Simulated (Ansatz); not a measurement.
Input, command and steps of an Ansatz relaxation.

```yaml
crystal:
  lattice:
    - [5.0123630045, 0.0, 0.0]
    - [0.0, 5.0123630045, 0.0]
    - [0.0, 0.0, 5.0123630045]
  atoms:
    - { symbol: Sr, position: [0.0, 0.0, 0.0] }
    - { symbol: Tl, position: [0.0, 0.5, 0.5] }
    - { symbol: Tl, position: [0.5, 0.0, 0.5] }
    - { symbol: Tl, position: [0.5, 0.5, 0.0] }
basis:
  ecutwfc: 420
kpoints:
  mp_grid: { grid: [8, 8, 8] }
hamiltonian:
  xc: lda
scf:
  occupations: { method: gaussian, width: 0.1 }
output:
  forces: true
  stress: true
  eigenvalues: true
relax:
  adjacent_minimum: "off"
  f_tol: 0.005
  max_steps: 50
  cell: { stress_tol: 0.05 }
```

```bash
ansatz run input.yaml --threads 1 --pin off --max-ram 2560MiB --backend cpu --events-out ev --progress --plain --runs-dir out
```

Computed with DFT LDA, scalar-relativistic, plane waves, PAW in Ansatz.

Of 5 frames 5 are shown, positions in Å and forces in eV/Å; the SCF threshold varies from step to step. Steps run on the plane waves of an earlier cell, with a Pulay correction in the pressure. The basis is chosen afresh for the last frame, the zero of the energies, and at times for earlier ones too; energy and pressure step there, also at an unchanged geometry.

```xyz
4
Lattice="5.0124 0.0000 0.0000 0.0000 5.0124 0.0000 0.0000 0.0000 5.0124" Properties=species:S:1:pos:R:3:forces:R:3 pbc="T T T" step=1 free_energy_over_end_meV_per_atom=54.60 pressure_GPa=-3.89
Sr    0.0000    0.0000    0.0000    0.0000    0.0000    0.0000
Tl    0.0000    2.5062    2.5062    0.0000    0.0000    0.0000
Tl    2.5062    0.0000    2.5062    0.0000    0.0000    0.0000
Tl    2.5062    2.5062    0.0000    0.0000    0.0000    0.0000
4
Lattice="4.8370 0.0000 0.0000 0.0000 4.8370 0.0000 0.0000 0.0000 4.8370" Properties=species:S:1:pos:R:3:forces:R:3 pbc="T T T" step=2 free_energy_over_end_meV_per_atom=1.92 pressure_GPa=-1.00
Sr    0.0000    0.0000    0.0000    0.0000    0.0000    0.0000
Tl    0.0000    2.4185    2.4185    0.0000    0.0000    0.0000
Tl    2.4185    0.0000    2.4185    0.0000    0.0000    0.0000
Tl    2.4185    2.4185    0.0000    0.0000    0.0000    0.0000
4
Lattice="4.7817 0.0000 0.0000 0.0000 4.7817 0.0000 0.0000 0.0000 4.7817" Properties=species:S:1:pos:R:3:forces:R:3 pbc="T T T" step=3 free_energy_over_end_meV_per_atom=-0.33 pressure_GPa=0.36
Sr    0.0000    0.0000    0.0000    0.0000    0.0000    0.0000
Tl    0.0000    2.3908    2.3908    0.0000    0.0000    0.0000
Tl    2.3908    0.0000    2.3908    0.0000    0.0000    0.0000
Tl    2.3908    2.3908    0.0000    0.0000    0.0000    0.0000
4
Lattice="4.7954 0.0000 0.0000 0.0000 4.7954 0.0000 0.0000 0.0000 4.7954" Properties=species:S:1:pos:R:3:forces:R:3 pbc="T T T" step=4 free_energy_over_end_meV_per_atom=-0.55 pressure_GPa=0.00
Sr    0.0000    0.0000    0.0000    0.0000    0.0000    0.0000
Tl    0.0000    2.3977    2.3977    0.0000    0.0000    0.0000
Tl    2.3977    0.0000    2.3977    0.0000    0.0000    0.0000
Tl    2.3977    2.3977    0.0000    0.0000    0.0000    0.0000
4
Lattice="4.7954 0.0000 0.0000 0.0000 4.7954 0.0000 0.0000 0.0000 4.7954" Properties=species:S:1:pos:R:3:forces:R:3 pbc="T T T" step=5 free_energy_over_end_meV_per_atom=0.00 pressure_GPa=-0.02
Sr    0.0000    0.0000    0.0000    0.0000    0.0000    0.0000
Tl    0.0000    2.3977    2.3977    0.0000    0.0000    0.0000
Tl    2.3977    0.0000    2.3977    0.0000    0.0000    0.0000
Tl    2.3977    2.3977    0.0000    0.0000    0.0000    0.0000
```

Spin–orbit coupling is left out, which can shift energies with elements as heavy as these.